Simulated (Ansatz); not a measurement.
Relaxed candidate structures of Mg$_{2}$Ti:

A. Fm-3m (No. 225), cF12; a = 6.670 Å, b = 6.670 Å, c = 6.670 Å, α = 90.00°, β = 90.00°, γ = 90.00°; Ti 4a (0.000, 0.000, 0.000); Mg 8c (0.250, 0.250, 0.250)

B. Fddd, origin choice 1 (No. 70), oF24; a = 5.530 Å, b = 8.575 Å, c = 10.068 Å, α = β = γ = 90.00°; Mg 16f (0.000, 0.332, 0.000); Ti 8a (0.000, 0.000, 0.000)

C. I4/mmm (No. 139), tI6; a = 3.007 Å, b = 3.007 Å, c = 13.037 Å, α = 90.00°, β = 90.00°, γ = 90.00°; Ti 2a (0.000, 0.000, 0.000); Mg 4e (0.000, 0.000, 0.340)

D. Fd-3m, origin choice 1 (No. 227), cF24, cubic Laves (MgCu2 type); a = b = c = 7.825 Å, α = β = γ = 90.00°; Ti 8b (0.500, 0.500, 0.500); Mg 16c (0.125, 0.125, 0.125)

### Question
Put the candidates in order of energy per atom, lowest first, for PBEsol (plane waves to 420 eV, PAW, scalar-relativistic; Ansatz, a quantum-chemistry and plane-wave program).

### Answer
C (reference, the lowest among the structures calculated here), B (+0.22 eV/atom), D (+0.26 eV/atom), A (+0.76 eV/atom)

Each run could gain symmetry but not lose that of its start, so entries can be saddle points. All of these are generated cells (placed on structure types, drawn at random, substituted or restacked) that were not matched to a known phase here. The real structure of this composition may not be among these, and whether this composition forms is not checked here. Static energies at zero pressure. No spin polarisation in the result. A magnetic state may lie lower.
